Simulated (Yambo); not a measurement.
Bethe-Salpeter results for Rb₂LiYF₆

```xyz
10
Lattice="0.0000 4.3566 4.3566 4.3566 0.0000 4.3566 4.3566 4.3566 0.0000" Properties=species:S:1:pos:R:3 pbc="T T T"
Li     4.3566     4.3566     4.3566
F      2.1941     4.3566     4.3566
F      6.5192     4.3566     4.3566
F      4.3566     2.1941     4.3566
F      4.3566     6.5192     4.3566
F      4.3566     4.3566     2.1941
F      4.3566     4.3566     6.5192
Rb     6.5349     6.5349     6.5349
Rb     2.1783     2.1783     2.1783
Y      0.0000     0.0000     0.0000
```

The geometry is that of Materials Project entry mp-1110649, symmetrised and not relaxed again.

BSE in Yambo on PBEsol (Quantum ESPRESSO, PseudoDojo norm-conserving, 84 Ry, without SOC) bands: 4×4×4 mesh, 18 valence and 11 conduction bands, static screening with 97 bands and a 3 Ry block, scissor 3.54 eV, Tamm-Dancoff; field along x.

```csv
state,energy (eV),states within 2 meV,relative strength,class,main transitions
1,8.52,1,< 0.01,dark,several band pairs
2,8.61,3,< 0.01,dark,several band pairs
3,8.64,3,< 0.01,dark,several band pairs
4,8.68,3,< 0.01,dark,several band pairs
5,8.71,3,1.00,strong,several band pairs
6,8.73,1,< 0.01,dark,several band pairs
7,8.76,2,< 0.01,dark,several band pairs
8,8.78,2,< 0.01,dark,several band pairs
9,8.85,3,< 0.01,dark,several band pairs
10,8.86,1,< 0.01,dark,several band pairs
```

These are vertical excitations (zero momentum). The direct quasiparticle gap on this mesh is 10.28 eV; counted from there, state 1 is bound by 1.76 eV. Convergence with the mesh was not shown.

Spin singlets only. Strengths are relative to the strongest of the lowest states of this run; strong means a line over 3 % of the spectrum's maximum, dark under 0.03 %. Absolute energies carry the error of the G0W0 scissor, whose convergence isn't established.

The structure is a Materials Project entry; no match was found in the copy of COD used, and its stability was not checked.
